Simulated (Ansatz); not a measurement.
**CuSn₂Sb₃: relaxation (Ansatz)**

Launch command:

```bash
ansatz run input.yaml --threads 2 --pin off --max-ram 3584MiB --backend cpu --events-out ev --progress --plain --runs-dir out
```

input.yaml:

```yaml
crystal:
  lattice:
    - [4.127351, 0.0, 0.0]
    - [0.0, 4.127351, 0.0]
    - [0.0, 0.0, 9.10973]
  atoms:
    - { symbol: Cu, position: [0.0, 0.0, 0.0] }
    - { symbol: Sn, position: [0.0, 0.5, 0.7365] }
    - { symbol: Sn, position: [0.5, 0.0, 0.2635] }
    - { symbol: Sb, position: [0.5, 0.5, 0.0] }
    - { symbol: Sb, position: [0.0, 0.5, 0.3835] }
    - { symbol: Sb, position: [0.5, 0.0, 0.6165] }
  symmetry: { tolerance: 0.0003 }
kpoints:
  mp_grid: { grid: [8, 8, 4], shift: [0, 0, 0] }
magnetization:
  spin_polarized: false
scf:
  occupations: { method: fermi_dirac, width: 0.1172 }
  lower_state_search: "off"
hamiltonian:
  pseudopotentials: { kind: paw }
  xc: r2scan
basis:
  ecutwfc: 500
  fft_grid_basis: typed
relax:
  max_steps: 80
  cell: { p_target: 0.0 }
output:
  forces: true
  stress: true
  eigenvalues: true
  bader: true
  populations: true
  elf: true
  write_potential: true
  volumetric_format: npy
  dos:
    e_range: [-12, 8]
    de: 0.05
    projected: { site_lists: { Cu: [Cu], Sb: [Sb], Sn: [Sn] } }
  write_density: true
checkpoint:
  read: saved_state
```

Origin of the cell: a known structure type with other elements, at an estimated volume, so it need not be a known compound.

The saved state is a converged single point of the same cell.

Steps («new basis» is an SCF on plane waves selected anew at the same cell):

```json
{"step": "1", "ΔF (meV/atom)": "0.0", "max force component (eV/Å)": "0.089", "P (GPa)": "-1.08", "volume (Å³)": "155.18", "SCF iterations": "9", "step was": "accepted"}
{"step": "2", "ΔF (meV/atom)": "-33.9", "max force component (eV/Å)": "0.310", "P (GPa)": "0.44", "volume (Å³)": "151.34", "SCF iterations": "9", "step was": "accepted"}
{"step": "3", "ΔF (meV/atom)": "-63.7", "max force component (eV/Å)": "0.209", "P (GPa)": "-0.42", "volume (Å³)": "152.62", "SCF iterations": "10", "step was": "accepted"}
{"step": "4", "ΔF (meV/atom)": "-70.6", "max force component (eV/Å)": "0.109", "P (GPa)": "2.75", "volume (Å³)": "147.98", "SCF iterations": "10", "step was": "accepted"}
{"step": "5", "ΔF (meV/atom)": "-80.0", "max force component (eV/Å)": "0.182", "P (GPa)": "-0.38", "volume (Å³)": "154.49", "SCF iterations": "10", "step was": "accepted"}
{"step": "6", "ΔF (meV/atom)": "-82.4", "max force component (eV/Å)": "0.034", "P (GPa)": "0.14", "volume (Å³)": "154.68", "SCF iterations": "9", "step was": "accepted"}
{"step": "7", "ΔF (meV/atom)": "-82.6", "max force component (eV/Å)": "0.039", "P (GPa)": "0.39", "volume (Å³)": "155.79", "SCF iterations": "10", "step was": "accepted"}
{"step": "8", "ΔF (meV/atom)": "-82.8", "max force component (eV/Å)": "0.017", "P (GPa)": "-0.15", "volume (Å³)": "157.15", "SCF iterations": "7", "step was": "accepted"}
{"step": "9", "ΔF (meV/atom)": "-82.8", "max force component (eV/Å)": "0.002", "P (GPa)": "0.02", "volume (Å³)": "156.66", "SCF iterations": "7", "step was": "accepted"}
{"step": "10", "ΔF (meV/atom)": "-83.2", "max force component (eV/Å)": "0.002", "P (GPa)": "0.02", "volume (Å³)": "156.66", "SCF iterations": "9", "step was": "new basis"}
```

The starting structure.

Space group P-4m2 (No. 115); the run's cell has a = 4.127 Å, b = 4.127 Å, c = 9.110 Å, α = 90.00°, β = 90.00°, γ = 90.00°. Shortest distances: Cu–Sb 2.92 Å, Sb–Sn 3.12 Å, Cu–Sn 3.17 Å.

After:

Space group P-4m2 (No. 115); the run's cell has a = 3.904 Å, b = 3.904 Å, c = 10.281 Å, α = 90.00°, β = 90.00°, γ = 90.00°. Shortest distances: Cu–Sb 2.76 Å, Cu–Sn 3.00 Å, Sb–Sn 3.00 Å, Sb–Sb 3.11 Å.

```xyz
6
Lattice="3.9035 0.0000 0.0000 0.0000 3.9035 0.0000 0.0000 0.0000 10.2814" Properties=species:S:1:pos:R:3 pbc="T T T"
Cu    0.0000    0.0000    0.0000
Sn    0.0000    1.9518    8.0010
Sn    1.9518    0.0000    2.2804
Sb    1.9518    1.9518    0.0000
Sb    0.0000    1.9518    4.4234
Sb    1.9518    0.0000    5.8580
```

| Item | Value |
| --- | --- |
| Free energy lowered by | 83.2 meV/atom |
| Volume change | 0.95 % |
| Final pressure | 0.02 GPa |
| Relaxation steps listed | 10 |
| Gap on the mesh | none (metal) |

Caveats: no moments, though an odd count or open d shells may carry them; no spin-orbit coupling, though heavy elements are present; the relaxation held the start's symmetry, so the end may be a saddle point.

The run took 7.6 min on 2 threads of Intel(R) Xeon(R) Platinum 8375C CPU @ 2.90GHz (Ice Lake) (shared host), peak memory 1 GiB, from a saved density.
